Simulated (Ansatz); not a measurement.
LiTaO₃ in space group P4mm (No. 99; Ta on 1b, Li on 1a, O on 1b, O on 2c), LDA (plane waves, PAW; program Ansatz), all energies at zero smearing, with the estimated change up to a 700 eV cutoff added, with one set of potentials and settings (totals compare only within such a set). Cell of 5 atoms (1 Ta, 1 Li, 3 O): -11555.946 eV.

| element | reference phase | E (eV/atom) |
|---|---|---|
| Ta | Im-3m, 1 atoms in the cell | -9682.6136 |
| Li | P6_3/mmc, 2 atoms in the cell | -201.6436 |
| O | C2/m, 4 atoms in the cell, spin-polarised | -552.6518 |

Formation energy per atom, worked out: (-11555.946 − 1×(-9682.6136) − 1×(-201.6436) − 3×(-552.6518))/5 = -2.747 eV/atom (-265 kJ per mol of atoms), at 0 K, without zero-point energy or fitted corrections.

The start of the workflow was typed in or built on a structure type; neither database checked (COD, Materials Project) lists it. It is not the phase usual at ambient conditions (space group No. 161). The LDA relaxation kept the symmetry of its start. At this level the phase is dynamically unstable (imaginary phonons). No spin polarisation was allowed. The references are the lowest solids computed at this level, not always the standard phases (solids in place of the gases). Scalar-relativistic: spin–orbit coupling is off unless named, which matters more the heavier the elements.

Potentials: the later of the program's two PAW sets.
